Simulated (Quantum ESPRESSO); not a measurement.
Ge5NGaSi, input and log of a self-consistent run

A calculation, not a measurement. The program is pw.x of Quantum ESPRESSO 7.5 (plane-wave density functional theory). The cell is made up: 8 atoms on a zincblende/diamond lattice, with randomly drawn elements, strain and displacements, not relaxed. PseudoDojo standard norm-conserving files (v0.5 for PBE, v0.4.1 for LDA and PBEsol) set the functional; there is no spin polarisation, spin-orbit coupling or dispersion term, and the masses in the input are unused placeholders.

Input:

```
&control calculation='scf', pseudo_dir='./dojo.nc.sr.pbe.v0_5.standard.upf', outdir='./o', disk_io='low', tprnfor=.true., tstress=.true. /
&system ibrav=0, nat=8, ntyp=4, nbnd=56, ecutwfc=84.00895049, nosym=.true., tot_charge=0,
 occupations='smearing', smearing='fd', degauss=0.0073498644
/
&electrons conv_thr=7.350e-09, electron_maxstep=60, /
ATOMIC_SPECIES
Ga 1.0 Ga.upf
Ge 1.0 Ge.upf
N 1.0 N.upf
Si 1.0 Si.upf
CELL_PARAMETERS angstrom
5.7793 -0.0317 0.0321
-0.0317 5.6544 -0.04
0.0321 -0.04 5.7497
ATOMIC_POSITIONS angstrom
Ge -0.0261 0.0114 -0.0042
Ge -0.0277 2.8316 2.8377
N 2.869 -0.0732 2.8903
Ga 2.9511 2.7971 -0.0432
Ge 1.4378 1.411 1.2889
Ge 1.5167 4.1623 4.3041
Si 4.3179 1.4755 4.2838
Ge 4.3117 4.2133 1.3825
K_POINTS automatic
6 6 6 1 1 1
```

The log is shortened where brackets say so; the opening notice, blank lines, dates and the lines on written files are dropped, and the path of the files is cut. It prints rydbergs, bohrs and kilobars, and counts compression as positive stress.

```
     Program PWSCF v.7.5
     Parallel version (MPI & OpenMP), running on       4 processor cores
     Number of MPI processes:                 4
     Threads/MPI process:                     1
     [start-up lines left out]
     bravais-lattice index     =            0
     lattice parameter (alat)  =      10.9216  a.u.
     unit-cell volume          =    1267.8140 (a.u.)^3
     number of atoms/cell      =            8
     number of atomic types    =            4
     number of electrons       =        92.00
     number of Kohn-Sham states=           56
     kinetic-energy cutoff     =      84.0090  Ry
     charge density cutoff     =     336.0358  Ry
     scf convergence threshold =      7.3E-09
     mixing beta               =       0.7000
     number of iterations used =            8  plain     mixing
     Exchange-correlation= PBE
                           (   1   4   3   4   0   0   0)
     [axes and pseudopotential details left out]
   Cartesian axes
     site n.     atom                  positions (alat units)
         1        Ge     tau(   1) = (  -0.0045160   0.0019725  -0.0007267  )
         2        Ge     tau(   2) = (  -0.0047928   0.4899406   0.4909961  )
         3        N      tau(   3) = (   0.4964118  -0.0126655   0.5000972  )
         4        Ga     tau(   4) = (   0.5106172   0.4839712  -0.0074747  )
         5        Ge     tau(   5) = (   0.2487769   0.2441398   0.2230133  )
         6        Ge     tau(   6) = (   0.2624286   0.7201864   0.7447215  )
         7        Si     tau(   7) = (   0.7471092   0.2553000   0.7412091  )
         8        Ge     tau(   8) = (   0.7460365   0.7290107   0.2392085  )
     number of k points=   108  Fermi-Dirac smearing, width (Ry)=  0.0073
     Number of k-points >= 100: set verbosity='high' to print them.
     Dense  grid:   131923 G-vectors     FFT dimensions: (  64,  64,  64)
     Estimated max dynamical RAM per process >     575.98 MB
     Estimated total dynamical RAM >       2.16 GB
     Initial potential from superposition of free atoms
     starting charge      91.9926, renormalised to      92.0000
     Starting wfcs are   62 randomized atomic wfcs
     total cpu time spent up to now is       10.9 secs
     per-process dynamical memory:   493.8 Mb
     Self-consistent Calculation
     iteration #  1     ecut=    84.01 Ry     beta= 0.70
     Davidson diagonalization with overlap
     ethr =  1.00E-02,  avg # of iterations =  3.6
     Threshold (ethr) on eigenvalues was too large:
     Diagonalizing with lowered threshold
     Davidson diagonalization with overlap
     ethr =  6.73E-04,  avg # of iterations =  1.9
     total cpu time spent up to now is       63.8 secs
     total energy              =   -1074.72900294 Ry
     estimated scf accuracy    <       0.61567109 Ry
     iteration #  2     ecut=    84.01 Ry     beta= 0.70
     Davidson diagonalization with overlap
     ethr =  6.69E-04,  avg # of iterations =  7.9
     total cpu time spent up to now is       94.3 secs
     total energy              =   -1074.47642611 Ry
     estimated scf accuracy    <       5.42148823 Ry
     iteration #  3     ecut=    84.01 Ry     beta= 0.70
     Davidson diagonalization with overlap
     ethr =  6.69E-04,  avg # of iterations =  5.2
     total cpu time spent up to now is      124.2 secs
     total energy              =   -1075.06924361 Ry
     estimated scf accuracy    <       0.02624113 Ry
     iteration #  4     ecut=    84.01 Ry     beta= 0.70
     Davidson diagonalization with overlap
     ethr =  2.85E-05,  avg # of iterations =  5.5
     total cpu time spent up to now is      152.8 secs
     total energy              =   -1075.07496828 Ry
     estimated scf accuracy    <       0.00618723 Ry
     iteration #  5     ecut=    84.01 Ry     beta= 0.70
     Davidson diagonalization with overlap
     ethr =  6.73E-06,  avg # of iterations =  3.8
     total cpu time spent up to now is      178.0 secs
     total energy              =   -1075.07595239 Ry
     estimated scf accuracy    <       0.00163967 Ry
     iteration #  6     ecut=    84.01 Ry     beta= 0.70
     Davidson diagonalization with overlap
     ethr =  1.78E-06,  avg # of iterations =  4.1
     total cpu time spent up to now is      203.1 secs
     total energy              =   -1075.07624757 Ry
     estimated scf accuracy    <       0.00028835 Ry
     iteration #  7     ecut=    84.01 Ry     beta= 0.70
     Davidson diagonalization with overlap
     ethr =  3.13E-07,  avg # of iterations =  2.0
     total cpu time spent up to now is      225.1 secs
     total energy              =   -1075.07629795 Ry
     estimated scf accuracy    <       0.00000548 Ry
     iteration #  8     ecut=    84.01 Ry     beta= 0.70
     Davidson diagonalization with overlap
     ethr =  5.95E-09,  avg # of iterations =  4.0
     total cpu time spent up to now is      251.1 secs
     total energy              =   -1075.07629978 Ry
     estimated scf accuracy    <       0.00000264 Ry
     iteration #  9     ecut=    84.01 Ry     beta= 0.70
     Davidson diagonalization with overlap
     ethr =  2.87E-09,  avg # of iterations =  2.0
     total cpu time spent up to now is      273.2 secs
     total energy              =   -1075.07630041 Ry
     estimated scf accuracy    <       0.00000019 Ry
     iteration # 10     ecut=    84.01 Ry     beta= 0.70
     Davidson diagonalization with overlap
     ethr =  2.04E-10,  avg # of iterations =  2.5
     total cpu time spent up to now is      296.0 secs
     total energy              =   -1075.07630045 Ry
     estimated scf accuracy    <       0.00000003 Ry
     iteration # 11     ecut=    84.01 Ry     beta= 0.70
     Davidson diagonalization with overlap
     ethr =  3.55E-11,  avg # of iterations =  2.1
     total cpu time spent up to now is      318.6 secs
     End of self-consistent calculation
     Number of k-points >= 100: set verbosity='high' to print the bands.
     the Fermi energy is     6.5983 ev
!    total energy              =   -1075.07630046 Ry
     estimated scf accuracy    <          2.7E-09 Ry
     smearing contrib. (-TS)   =      -0.00530652 Ry
     internal energy E=F+TS    =   -1075.07099394 Ry
     The total energy is F=E-TS. E is the sum of the following terms:
     one-electron contribution =    -621.94882562 Ry
     hartree contribution      =     368.63488373 Ry
     xc contribution           =    -268.53043847 Ry
     ewald contribution        =    -553.22661357 Ry
     convergence has been achieved in  11 iterations
     Forces acting on atoms (cartesian axes, Ry/au):
     atom    1 type  2   force =    -0.01389602    0.00927335   -0.04074167
     atom    2 type  2   force =     0.01143730   -0.00627274   -0.01113585
     atom    3 type  3   force =     0.01159836    0.00416245    0.00465169
     atom    4 type  1   force =    -0.01393010    0.00408034    0.00587162
     atom    5 type  2   force =     0.02497858   -0.00781259    0.05756956
     atom    6 type  2   force =     0.01819390    0.04398015   -0.03734925
     atom    7 type  4   force =    -0.00488761   -0.07534679   -0.02937658
     atom    8 type  2   force =    -0.03349440    0.02793585    0.05051048
     Total force =     0.146044     Total SCF correction =     0.000370
     Computing stress (Cartesian axis) and pressure
          total   stress  (Ry/bohr**3)                   (kbar)     P=      -47.01
  -0.00030593   0.00007724  -0.00001216          -45.00       11.36       -1.79
   0.00007724  -0.00029744   0.00007313           11.36      -43.75       10.76
  -0.00001216   0.00007313  -0.00035525           -1.79       10.76      -52.26
     init_run     :     10.31s CPU     10.81s WALL (       1 calls)
     electrons    :    305.30s CPU    307.74s WALL (       1 calls)
     forces       :      3.29s CPU      3.29s WALL (       1 calls)
     stress       :     11.57s CPU     11.58s WALL (       1 calls)
     [timing details left out]
     PWSCF        :   5m30.63s CPU   5m33.68s WALL
     JOB DONE.
```

In other units: free energy -14627.158 eV for the cell, pressure -4.70 GPa, largest force component 1.937 eV/Å. A rerun of a related cell, with the same atoms placed differently, at 1437 eV and a 8 x 8 x 8 mesh moved values by no more than 0.003 eV in energy, 0.02 GPa in stress and 0.007 eV/Å in force.